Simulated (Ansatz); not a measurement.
Structure: ZnFBr (Janus 2H monolayer), at its r2SCAN minimum. The sheet's in-plane cell has a = 3.369 Å, b = 3.369 Å (γ = 120.0°), and its outermost atoms lie 2.75 Å apart along the normal. Around Zn lie 3 F at 2.20 Å and 3 Br at 2.59 Å; around F lie 3 Zn at 2.20 Å; around Br lie 3 Zn at 2.59 Å.

The questions ask for values computed with Ansatz 0.2.0 on this geometry. The cell comes from a prototype generator: it can be a known phase or a hypothetical one. No magnetic order is allowed.

Given (12×12×1 mesh): With LDA the gap is 1.04 eV and direct, at Γ.

Question: How does the gap change from LDA to PBE (12×12×1)?

Answer: PBE gives a direct gap of 1.24 eV at Γ. The gap differs by +0.20 eV from LDA's.

Question: How does the gap change from LDA to r2SCANh (6×6×1)?

Answer: With r2SCANh the gap is 2.36 eV and direct, at Γ. The gap differs by +1.32 eV from LDA's.

Question: Estimate the gap with HSE06+SOC on 6×6×1.

Answer: With HSE06+SOC the gap is 2.21 eV and direct, at Γ. Spin-orbit coupling itself accounts for -0.206 eV. The gap differs by +1.17 eV from LDA's.

Only the levels marked +SOC include spin-orbit coupling.

The meshes of the hybrids are coarse, so their gaps aren't converged to the digits shown.

For some runs the program warns that the potential is rough where the density is thin, which bears on empty states near the vacuum.
